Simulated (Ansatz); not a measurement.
HfC, DFT, LDA, PAW with Ansatz's default frozen-core files, scalar-relativistic (Ansatz 0.2.0), run on 1 thread of Intel(R) Xeon(R) Platinum 8488C (Sapphire Rapids) on a shared host.

The geometry is COD entry 1539502, unchecked; take it as a test cell. The listed cell was then made from it by scaling, straining or moving an atom.

Command: `ansatz run input.yaml --threads 1 --pin off --max-ram 3072MiB --backend cpu --events-out ev --progress --plain --runs-dir out`

```yaml
crystal:
  lattice:
    - [0.0, 2.309395503, 2.309395503]
    - [2.309395503, 0.0, 2.309395503]
    - [2.309395503, 2.309395503, 0.0]
  atoms:
    - { symbol: Hf, position: [0.5, 0.5, 0.5] }
    - { symbol: C, position: [0.0, 0.0, 0.0] }
kpoints:
  mp_grid: { grid: [12, 12, 12] }
scf:
  occupations: { method: fermi_dirac, width: 0.05 }
hamiltonian:
  xc: lda
  pseudopotentials: { kind: paw }
output:
  forces: true
  stress: true
  eigenvalues: true
  efg: { contact_densities: true }
```

How large is the problem that the program sets up?

72 irreducible k-points, 531 plane waves at Γ, 19 bands.

Estimate the wall time and the peak memory.

5 s of wall time for 8 SCF iterations, with a peak of 0.42 GiB. Times on shared machines scatter by tens of per cent.

And the same cell and mesh by crystal-made all-electron datasets, asked for forces, stress, eigenvalues, efg, on the same hardware?

8.1 s, peak memory 0.54 GiB.
